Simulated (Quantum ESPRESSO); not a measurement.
**Band energies of GeSe monolayer**

```
GeSe
1.0
    4.01757     0.00000     0.00000
    0.00000     3.95193     0.00000
    0.00000     0.00000    15.70000
Ge Se
2 2
Direct
  0.95636   0.00000   0.07384
  0.45636   0.50000   0.92616
  0.40917   0.50000   0.08473
  0.90917   0.00000   0.91527
```

norm-conserving PBEsol (Quantum ESPRESSO, 86 Ry, without SOC); path ΓXSYΓS; energies in eV from the valence-band maximum.

```csv
k (1/Å),point,band 26,band 27,band 28,band 29,band 30,band 31,band 32,band 33
0.00,Γ,-3.75,-3.72,-2.19,-2.16,-1.11,1.60,2.97,4.02
0.11,,-3.67,-3.64,-2.15,-1.97,-1.13,1.59,3.09,3.82
0.34,,-3.34,-3.04,-1.94,-1.31,-1.03,1.57,2.55,2.78
0.57,,-2.74,-2.62,-1.73,-1.37,-0.02,1.11,1.65,1.87
0.68,,-2.80,-2.37,-1.80,-1.03,0.00,0.97,1.47,2.01
0.80,X,-3.12,-2.04,-2.04,-0.52,-0.52,1.46,1.46,1.61
0.91,,-3.14,-2.47,-2.47,-0.43,-0.43,1.07,1.07,2.49
1.13,,-4.17,-3.04,-3.04,-1.66,-1.66,2.65,2.65,3.05
1.24,,-4.82,-3.26,-3.26,-2.11,-2.11,2.98,2.98,3.98
1.47,,-5.65,-4.01,-4.01,-2.25,-2.25,3.25,3.25,4.45
1.58,S,-5.76,-4.15,-4.15,-2.25,-2.25,3.28,3.28,4.39
1.68,,-5.66,-4.06,-4.06,-2.25,-2.25,3.25,3.25,4.44
1.78,,-5.38,-3.80,-3.80,-2.25,-2.25,3.17,3.17,4.57
1.97,,-4.46,-3.16,-3.16,-1.98,-1.98,2.85,2.85,3.41
2.17,,-3.35,-2.83,-2.83,-0.96,-0.96,1.50,1.50,2.73
2.27,,-3.17,-2.37,-2.37,-0.59,-0.59,1.08,1.08,2.24
2.37,Y,-3.14,-2.06,-2.06,-0.62,-0.62,1.38,1.38,1.54
2.47,,-2.88,-2.37,-1.84,-1.04,-0.19,0.98,1.39,1.87
2.67,,-3.02,-2.74,-1.79,-1.40,-0.43,1.52,1.71,1.85
2.76,,-3.29,-2.94,-1.91,-1.32,-0.84,1.59,2.17,2.39
2.96,,-3.66,-3.44,-2.14,-1.66,-1.15,1.56,3.39,3.44
3.15,Γ,-3.75,-3.72,-2.19,-2.16,-1.11,1.60,2.97,4.02
3.25,,-3.80,-3.58,-2.24,-1.96,-1.12,1.59,3.06,3.83
3.43,,-4.10,-2.64,-2.58,-1.16,-0.94,1.57,2.20,3.33
3.62,,-3.94,-3.08,-2.03,-0.90,-0.64,1.58,1.70,1.96
3.71,,-3.80,-3.33,-2.14,-1.64,-0.42,1.38,2.02,2.42
3.90,,-4.03,-3.79,-2.68,-2.63,-1.42,2.45,2.95,3.60
4.08,,-5.18,-4.05,-3.61,-2.42,-2.09,3.05,3.35,4.38
4.27,S,-5.76,-4.15,-4.15,-2.25,-2.25,3.28,3.28,4.39
```

The PBEsol gap is direct, 0.97 eV at 86 % of the way from Γ to X. Another conduction extremum on the path lies within 0.02 eV, too close to call. The valence-band maximum lies 4.36 eV below the vacuum level.

Spin-orbit splittings are left out.

Geometry relaxed with PBEsol.

This is a model layer cut from the bulk structure; whether it is stable on its own was not checked.

Letters of k points follow the standard setting of the lattice, whose axes may be ordered differently from the printed cell.
